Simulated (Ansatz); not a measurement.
A plane-wave DFT run in Ansatz 0.2.0 (scalar-relativistic PAW potentials unless the input names others): input and command.

```yaml
crystal:
  lattice:
    - [1.3159407852, -4.2944882512, 0.0]
    - [1.3159407852, 4.2944882512, 0.0]
    - [0.0, 0.0, 2.3764757026]
  atoms:
    - { symbol: Cu, position: [0.13386665, 0.86613335, 0.25] }
    - { symbol: Cu, position: [0.86613335, 0.13386665, 0.75] }
basis:
  ecutwfc: 420
kpoints:
  mp_grid: { grid: [20, 20, 20] }
hamiltonian:
  xc: pbesol
scf:
  occupations: { method: gaussian, width: 0.15 }
  max_iter: 80
output:
  forces: true
  eigenvalues: true
  stress: true
accuracy: "yes please"
```

```bash
ansatz run input.yaml --threads 1 --pin off --max-ram 2560MiB --backend cpu --events-out ev --progress --plain --runs-dir out
```

Problem. What will the program do with this input?

Solution. The program refuses it, because of a value of the wrong type (accuracy: not typed → "yes please"). Without that key it is accepted.

Abridged log:
```
Error: YAML parse error: error: line 22 column 1: unknown variant `yes please`, expected one of low, medium, high
  --> <input>:22:1
   |
20 |   eigenvalues: true
21 |   stress: true
22 | accuracy: "yes please"
   | ^ unknown variant `yes please`, expected one of low, medium, high
```